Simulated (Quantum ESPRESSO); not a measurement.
pw.x input (Quantum ESPRESSO 7.5; PBEsol, PseudoDojo standard norm-conserving files, scalar-relativistic):

```
&CONTROL
  calculation = 'scf'
  pseudo_dir = './pseudo'
  outdir = './out'
  tprnfor = .true.
  tstress = .true.
/
&SYSTEM
  ibrav = 0
  nat = 3
  ntyp = 2
  ecutwfc = 84.0
  ecutrho = 336.0
  occupations = 'smearing'
  smearing = 'fd'
  degauss = 0.002
  nbnd = 19
/
&ELECTRONS
  conv_thr = 3e-10
/
ATOMIC_SPECIES
S 32.0600 S.upf
Pt 195.0840 Pt.upf
CELL_PARAMETERS angstrom
  3.548740004000   0.000000000000   0.000000000000
 -1.774370002000   3.073298995000   0.000000000000
  0.000000000000   0.000000000000   5.597070000000
ATOMIC_POSITIONS crystal
S   0.666666667000   0.333333333000   0.779660000000
S   0.333333333000   0.666666667000   0.220340000000
Pt   0.000000000000   0.000000000000   0.000000000000
K_POINTS automatic
9 9 6 0 0 0
```

End of the output:

```

[...]
     the Fermi energy is     9.4244 ev
!    total energy              =    -305.27131364 Ry
     estimated scf accuracy    <          6.0E-12 Ry
     smearing contrib. (-TS)   =      -0.00000000 Ry
     internal energy E=F+TS    =    -305.27131364 Ry
     The total energy is F=E-TS. E is the sum of the following terms:
     one-electron contribution =    -183.12685014 Ry
     hartree contribution      =     101.12368802 Ry
     xc contribution           =     -59.79000080 Ry
     ewald contribution        =    -163.47815072 Ry
     convergence has been achieved in  11 iterations
     Forces acting on atoms (cartesian axes, Ry/au):
     atom    1 type  1   force =     0.00000000    0.00000000    0.01104314
     atom    2 type  1   force =    -0.00000000   -0.00000000   -0.01104314
     atom    3 type  2   force =     0.00000000    0.00000000    0.00000000
     Total force =     0.015617     Total SCF correction =     0.000003
     Computing stress (Cartesian axis) and pressure
          total   stress  (Ry/bohr**3)                   (kbar)     P=      -22.36
  -0.00014407   0.00000000  -0.00000000          -21.19        0.00       -0.00
   0.00000000  -0.00014407  -0.00000000            0.00      -21.19       -0.00
  -0.00000000  -0.00000000  -0.00016792           -0.00       -0.00      -24.70
```
In a gapped system the printed Fermi energy is only some level inside the gap.

Spin-orbit coupling is not included.

Geometry of the Materials Project entry, not relaxed at this level.
